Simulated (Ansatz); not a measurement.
SbPd:
```
CELL_PARAMETERS angstrom
      3.41234     0.00000     0.00000
      0.00000     3.41234     0.00000
      0.00000     0.00000     3.41234
ATOMIC_POSITIONS crystal
  Pd 0.00000 0.00000 0.00000
  Sb 0.50000 0.50000 0.50000
```

Relaxed with PBE. Special points in fractions of this cell's reciprocal vectors: Γ (0.000, 0.000, 0.000); X (0.000, 0.500, 0.000); M (0.500, 0.500, 0.000); R (0.500, 0.500, 0.500).

Problem. List the band energies nearest the Fermi level at these points for the program Ansatz at the PBE with spin–orbit coupling level (PAW).

Solution. In eV from the Fermi level; about four levels below and three above (degenerate sets whole), none deeper than 8.9 eV; points with the same levels are listed once.

```json
[
 {"k": "Γ", "below": "-2.39 -2.39 -2.39 -2.39 -2.13 -2.13", "above": "0.23 0.23 1.09 1.09 1.09 1.09"},
 {"k": "X", "below": "-2.27 -2.27 -1.47 -1.47", "above": "3.95 3.95 4.68 4.68"},
 {"k": "M", "below": "-1.77 -1.77 -1.22 -1.22", "above": "1.07 1.07 3.67 3.67"},
 {"k": "R", "below": "-1.70 -1.70 -1.70 -1.70", "above": "1.47 1.47 1.71 1.71 1.71 1.71"}
]
```

Space group Pm-3m (CsCl type). The cell is a constructed one: a structure type filled with these elements; neither database checked (COD, Materials Project) lists it. COD files the formula under space group No. 194, so this cell is another polymorph or a model. Its standing as an ambient phase is unchecked. The PBE relaxation kept the symmetry of its start; whether a distortion lowers the energy is not shown. The run is not spin-polarised.

Potentials: the earlier of the program's two PAW sets.
